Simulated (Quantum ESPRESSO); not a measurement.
## NbHf2F3O5 (input and log of a self-consistent run)

Computed values, not a measurement. The program is pw.x of Quantum ESPRESSO 7.5 (plane-wave density functional theory). The cell is made up: 11 atoms on a rutile lattice with one site empty, with randomly drawn elements, strain and displacements, not relaxed. PseudoDojo standard norm-conserving files (v0.5 for PBE, v0.4.1 for LDA and PBEsol) set the functional; there is no spin polarisation, spin-orbit coupling or dispersion term, and the masses in the input are unused placeholders.

The hafnium pseudopotential is less sure than the others, with forces about 3 percent (worst 6) and pressure in oxides about 1.5 GPa (worst 2.7) from a second method in checks, which no rerun with the same files tests.

Input:

```
&control calculation='scf', pseudo_dir='./dojo.nc.sr.pbe.v0_5.standard.upf', outdir='./o', disk_io='low', tprnfor=.true., tstress=.true. /
&system ibrav=0, nat=11, ntyp=4, nbnd=50, ecutwfc=107.82251126, nosym=.true., tot_charge=0,
 occupations='smearing', smearing='fd', degauss=0.0018374661
/
&electrons conv_thr=7.350e-09, electron_maxstep=60, /
ATOMIC_SPECIES
F 1.0 F.upf
Hf 1.0 Hf.upf
Nb 1.0 Nb.upf
O 1.0 O.upf
CELL_PARAMETERS angstrom
4.7423 0.0106 -0.0575
0.0106 4.655 -0.0022
-0.0761 -0.0029 6.1947
ATOMIC_POSITIONS angstrom
Nb 0.0292 0.0441 -0.0209
Hf 2.3265 2.3398 1.5285
Hf -0.0316 0.0281 3.1302
F 1.456 1.4168 -0.0283
F 3.2778 3.2299 -0.0206
O 3.7951 0.8921 1.5617
O 0.8925 3.748 1.5807
O 1.3768 1.4108 3.068
O 3.2794 3.2 3.0863
O 3.7498 0.9726 4.6273
F 0.8733 3.7878 4.6626
K_POINTS automatic
7 7 6 1 1 1
```

The log is shortened where brackets say so; the opening notice, blank lines, dates and the lines on written files are dropped, and the path of the files is cut. It prints rydbergs, bohrs and kilobars, and counts compression as positive stress. With no partly filled state, the Fermi energy that it prints is only some level between the filled and the empty states on the mesh, and need not lie in the true gap.

```
     Program PWSCF v.7.5
     Parallel version (MPI & OpenMP), running on       4 processor cores
     Number of MPI processes:                 4
     Threads/MPI process:                     1
     [start-up lines left out]
     bravais-lattice index     =            0
     lattice parameter (alat)  =       8.9623  a.u.
     unit-cell volume          =     922.6959 (a.u.)^3
     number of atoms/cell      =           11
     number of atomic types    =            4
     number of electrons       =        88.00
     number of Kohn-Sham states=           50
     kinetic-energy cutoff     =     107.8225  Ry
     charge density cutoff     =     431.2900  Ry
     scf convergence threshold =      7.3E-09
     mixing beta               =       0.7000
     number of iterations used =            8  plain     mixing
     Exchange-correlation= PBE
                           (   1   4   3   4   0   0   0)
     [axes and pseudopotential details left out]
   Cartesian axes
     site n.     atom                  positions (alat units)
         1        Nb     tau(   1) = (   0.0061569   0.0092986  -0.0044068  )
         2        Hf     tau(   2) = (   0.4905475   0.4933518   0.3222875  )
         3        Hf     tau(   3) = (  -0.0066629   0.0059249   0.6600093  )
         4        F      tau(   4) = (   0.3070007   0.2987353  -0.0059671  )
         5        F      tau(   5) = (   0.6911311   0.6810313  -0.0043436  )
         6        O      tau(   6) = (   0.8002049   0.1881012   0.3292878  )
         7        O      tau(   7) = (   0.1881855   0.7902737   0.3332939  )
         8        O      tau(   8) = (   0.2903012   0.2974702   0.6468943  )
         9        O      tau(   9) = (   0.6914684   0.6747268   0.6507529  )
        10        O      tau(  10) = (   0.7906533   0.2050748   0.9756760  )
        11        F      tau(  11) = (   0.1841372   0.7986657   0.9831191  )
     number of k points=   147  Fermi-Dirac smearing, width (Ry)=  0.0018
     Number of k-points >= 100: set verbosity='high' to print them.
     Dense  grid:   139583 G-vectors     FFT dimensions: (  60,  60,  80)
     Estimated max dynamical RAM per process >     715.70 MB
     Estimated total dynamical RAM >       2.70 GB
     Initial potential from superposition of free atoms
     starting charge      87.9939, renormalised to      88.0000
     Starting wfcs are   62 randomized atomic wfcs
     total cpu time spent up to now is       15.1 secs
     per-process dynamical memory:   638.1 Mb
     Self-consistent Calculation
     iteration #  1     ecut=   107.82 Ry     beta= 0.70
     Davidson diagonalization with overlap
     ethr =  1.00E-02,  avg # of iterations =  2.0
     total cpu time spent up to now is       48.9 secs
     total energy              =    -661.73138108 Ry
     estimated scf accuracy    <       5.24192958 Ry
     iteration #  2     ecut=   107.82 Ry     beta= 0.70
     Davidson diagonalization with overlap
     ethr =  5.96E-03,  avg # of iterations =  7.3
     total cpu time spent up to now is      100.3 secs
     total energy              =    -656.88519812 Ry
     estimated scf accuracy    <      57.49500096 Ry
     iteration #  3     ecut=   107.82 Ry     beta= 0.70
     Davidson diagonalization with overlap
     ethr =  5.96E-03,  avg # of iterations =  5.8
     total cpu time spent up to now is      144.7 secs
     total energy              =    -664.42144810 Ry
     estimated scf accuracy    <       3.11877025 Ry
     iteration #  4     ecut=   107.82 Ry     beta= 0.70
     Davidson diagonalization with overlap
     ethr =  3.54E-03,  avg # of iterations =  2.0
     total cpu time spent up to now is      174.4 secs
     total energy              =    -664.57039016 Ry
     estimated scf accuracy    <       0.85531384 Ry
     iteration #  5     ecut=   107.82 Ry     beta= 0.70
     Davidson diagonalization with overlap
     ethr =  9.72E-04,  avg # of iterations =  4.1
     total cpu time spent up to now is      207.2 secs
     total energy              =    -664.53789938 Ry
     estimated scf accuracy    <       0.38340002 Ry
     [iterations 6 to 13 left out]
     iteration # 14     ecut=   107.82 Ry     beta= 0.70
     Davidson diagonalization with overlap
     ethr =  4.32E-09,  avg # of iterations =  4.0
     total cpu time spent up to now is      531.2 secs
     total energy              =    -664.54150360 Ry
     estimated scf accuracy    <       0.00000696 Ry
     iteration # 15     ecut=   107.82 Ry     beta= 0.70
     Davidson diagonalization with overlap
     ethr =  4.32E-09,  avg # of iterations =  2.0
     total cpu time spent up to now is      560.1 secs
     total energy              =    -664.54150434 Ry
     estimated scf accuracy    <       0.00000014 Ry
     iteration # 16     ecut=   107.82 Ry     beta= 0.70
     Davidson diagonalization with overlap
     ethr =  1.62E-10,  avg # of iterations =  5.1
     total cpu time spent up to now is      598.6 secs
     total energy              =    -664.54150441 Ry
     estimated scf accuracy    <       0.00000003 Ry
     iteration # 17     ecut=   107.82 Ry     beta= 0.70
     Davidson diagonalization with overlap
     ethr =  3.64E-11,  avg # of iterations =  2.1
     total cpu time spent up to now is      629.9 secs
     total energy              =    -664.54150441 Ry
     estimated scf accuracy    <       0.00000001 Ry
     iteration # 18     ecut=   107.82 Ry     beta= 0.70
     Davidson diagonalization with overlap
     ethr =  1.40E-11,  avg # of iterations =  2.0
     total cpu time spent up to now is      659.2 secs
     End of self-consistent calculation
     Number of k-points >= 100: set verbosity='high' to print the bands.
     the Fermi energy is     9.1737 ev
!    total energy              =    -664.54150441 Ry
     estimated scf accuracy    <          3.3E-09 Ry
     smearing contrib. (-TS)   =      -0.00000052 Ry
     internal energy E=F+TS    =    -664.54150388 Ry
     The total energy is F=E-TS. E is the sum of the following terms:
     one-electron contribution =    -219.93412424 Ry
     hartree contribution      =     155.39233276 Ry
     xc contribution           =    -158.39060623 Ry
     ewald contribution        =    -441.60910618 Ry
     convergence has been achieved in  18 iterations
     Forces acting on atoms (cartesian axes, Ry/au):
     atom    1 type  3   force =    -0.15442850    0.07522674   -0.01215837
     atom    2 type  2   force =     0.03616250    0.01322630    0.29325011
     atom    3 type  2   force =    -0.04687458    0.01159868    0.02264049
     atom    4 type  1   force =    -0.03662068   -0.04234097   -0.05317922
     atom    5 type  1   force =     0.05824301    0.05507330   -0.03867779
     atom    6 type  4   force =     0.01229198   -0.01145281   -0.17474778
     atom    7 type  4   force =    -0.01065820    0.01184861   -0.12609696
     atom    8 type  4   force =     0.00209843   -0.00387517   -0.06913365
     atom    9 type  4   force =     0.01762185    0.02335878   -0.08137819
     atom   10 type  4   force =     0.07350634   -0.07902480    0.15210436
     atom   11 type  1   force =     0.04865784   -0.05363866    0.08737700
     Total force =     0.490688     Total SCF correction =     0.000111
     Computing stress (Cartesian axis) and pressure
          total   stress  (Ry/bohr**3)                   (kbar)     P=      101.84
   0.00071269  -0.00017950   0.00011592          104.84      -26.40       17.05
  -0.00017950   0.00080174   0.00008942          -26.40      117.94       13.15
   0.00011592   0.00008942   0.00056252           17.05       13.15       82.75
     init_run     :     13.57s CPU     14.28s WALL (       1 calls)
     electrons    :    641.21s CPU    644.13s WALL (       1 calls)
     forces       :      6.62s CPU      6.65s WALL (       1 calls)
     stress       :     23.14s CPU     23.81s WALL (       1 calls)
     [timing details left out]
     PWSCF        :  11m25.47s CPU  11m30.04s WALL
     JOB DONE.
```

In other units: free energy -9041.548 eV for the cell, pressure 10.18 GPa, largest force component 7.540 eV/Å. This run is the check on a run of the same cell at a cutoff of 1143 eV and k mesh 5 x 5 x 4: rerunning at a cutoff of 1467 eV and k mesh 7 x 7 x 6 moved values by no more than 0.004 eV in energy, 0.04 GPa in stress and 0.002 eV/Å in force.